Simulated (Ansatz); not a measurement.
Input and command of a plane-wave DFT calculation in Ansatz:

```yaml
crystal:
  lattice:
    - [2.9833683626, 0.0, 0.0]
    - [0.0, 2.9833683626, 0.0]
    - [0.0, 0.0, 5.14592]
  atoms:
    - { symbol: Zr, position: [0.0, 0.5, 0.0] }
    - { symbol: Zr, position: [0.5, 0.0, 0.5] }
    - { symbol: H, position: [0.0, 0.0, 0.75] }
    - { symbol: H, position: [0.0, 0.0, 0.25] }
basis:
  ecutwfc: 420
kpoints:
  mp_grid: { grid: [14, 14, 10] }
hamiltonian:
  xc: pbesol
scf:
  occupations: { method: gaussian, width: 0.15 }
output:
  forces: true
  stress: true
  eigenvalues: true
```

```bash
ansatz run input.yaml --threads 1 --pin off --max-ram 2560MiB --backend cpu --events-out ev --progress --plain --runs-dir out
```

Processor: Arm Neoverse V1, 1 thread, on a host shared with other jobs.

Question: Estimate time, memory and problem size.

Answer: About 7.1 s on 1 thread of Arm Neoverse V1 (shared host), peak memory 0.41 GiB. It solves 17 bands at 216 k points (the mesh reduced by symmetry) with about 845 plane waves, in 6 SCF iterations.
